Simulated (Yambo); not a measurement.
Yambo run on Li₄SrP₂ (space group R-3m, No. 166). The wavefunctions are norm-conserving PBEsol (Quantum ESPRESSO, 74 Ry, scalar-relativistic) ones on a 4×4×4 mesh (16 occupied bands); a = 8.224 Å, b = 8.224 Å, c = 8.224 Å, α = 30.12°, β = 30.12°, γ = 30.12°.

Yambo input:

```
rim_cut
HF_and_locXC
RandQpts= 1000000
RandGvec= 1 Ry
EXXRLvcs= 74 Ry
VXCRLvcs= 296 Ry
% QPkrange
 1 | 1 | 16 | 17 |
 3 | 3 | 16 | 17 |
 7 | 7 | 16 | 17 |
 13 | 13 | 16 | 17 |
%
```

k points by index: 1 = Γ, 3 = L, 7 = F, 13 = Z.

Table of the .hf output:

```
#    K-point    Band    Eo [eV]    Ehf [eV]    Vxc [eV]    Vnlxc [eV]
#
    1    16    0.000000    -2.133903    -11.10620    -13.24011
    1    17    1.656859    5.579783    -8.533593    -4.610669
    3    16    -0.825270    -3.315529    -10.74837    -13.23863
    3    17    1.590410    5.825743    -8.870673    -4.635341
    7    16    -1.111818    -3.609157    -10.63136    -13.12870
    7    17    0.895583    4.661549    -8.020541    -4.254575
    13    16    -0.226959    -2.473692    -10.97063    -13.21736
    13    17    2.937378    7.689124    -9.895591    -5.143844
```
Exchange alone, without screening.

Geometry of the Materials Project entry, not relaxed at this level.

The structure is a Materials Project entry; no match was found in the copy of COD used, and its stability was not checked.
